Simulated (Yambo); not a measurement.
G0W0@PBEsol for K2CO3 (space group P6_3/mmc, No. 194) in Yambo. Reference settings: 3×3×2 Γ-centred k mesh, 285 bands and a 7 Ry block in the screening, 285 bands in G with the Bruneval-Gonze terminator, plasmon pole fitted at 27.2 eV. The PBEsol gap Γ → Γ on this mesh is 3.48 eV; G0W0 gaps are taken between the same points.

The settings were changed. The gap went from 6.07 eV to 5.93 eV, and the shift of the valence edge from -1.68 eV to -1.45 eV.

Q: Name the change that produced these shifts.
A. 6 Ry block
B. 113 bands in G, no terminator
C. no terminator
D. pole fitted at 15 eV

A: C, no terminator. The others gave (gap, valence shift): 6 Ry block: 6.04, -1.67 eV; 113 bands in G, no terminator: 5.74, -1.01 eV; pole fitted at 15 eV: 6.04, -1.60 eV.

Geometry of the Materials Project entry, not relaxed at this level; primitive cell a = 5.7421 Å, b = 5.7421 Å, c = 6.8159 Å, α = 90.00°, β = 90.00°, γ = 120.00°.

The structure is a Materials Project entry; no match was found in the copy of COD used, and its stability was not checked.

A shift is the quasiparticle energy of the state minus its PBEsol energy.
